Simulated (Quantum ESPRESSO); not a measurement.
Solid-state NMR card for TlBr

```
CELL_PARAMETERS angstrom
      3.99991     0.00000     0.00000
      0.00000     3.99991     0.00000
      0.00000     0.00000     3.99991
ATOMIC_POSITIONS crystal
  Tl 0.00000 0.00000 0.00000
  Br 0.50000 0.50000 0.50000
```
Geometry: a computed entry of the Materials Project; it was not checked against measured cells. It is TlBr in Pm-3m; whether this form has been observed was not checked. Stability against distortions was not tested.

Computed: shieldings by PBE GIPAW (a modified build of Quantum ESPRESSO, JTH PAW datasets), 20 Ha, k-mesh 9×9×9 shifted, f-sum rule met within 0.004 %.

| site | site symmetry | σ_iso (ppm) |
|---|---|---|
| Tl (atom 1) | m-3m | – |
| Br (atom 2) | m-3m | 1864 |

Shieldings of H and of elements past Ba are not listed.

Shieldings are absolute and leave out the bulk-susceptibility term; a larger σ means a smaller chemical shift. By our sweeps, such settings leave a few ppm in absolute σ on light atoms and up to some 20 ppm from Zn on. No spin–orbit coupling; Tl is the heaviest element present. The datasets of Br hold no d projectors, which limits absolute σ on these atoms.
